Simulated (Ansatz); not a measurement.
KTaO$_{3}$ (cubic perovskite, space group No. 221) at seven volumes, r²SCAN in the plane-wave PAW code Ansatz, scaled uniformly. One row is withheld.

```
V (Å³/atom)  P (GPa)
-----------  -------
11.555             ?
11.936         14.90
12.317          6.84
12.698          0.00
13.079         -5.81
13.460        -10.75
13.841        -14.94
```

Q: Fit the shown pressures and predict the withheld one.

A: P = (3/2)B₀(x^(7/2) − x^(5/2))[1 + (3/4)(B′ − 4)(x − 1)] with x = (V₀/V)^(2/3). Least squares on the six rows gives V₀ = 12.698 Å³/atom, B₀ = 210 GPa, B′ = 4.44. At V = 11.555, x = 1.0649 and P = 24.44 GPa. The run itself gave 24.38 GPa.

Space group Pm-3m (cubic perovskite). Symmetry was held in the r²SCAN relaxation; phonons on a q-mesh show no instability. No spin polarisation was allowed. Scalar-relativistic: spin–orbit coupling is off unless named, which matters more the heavier the elements.

Potentials: the earlier of the program's two PAW sets.
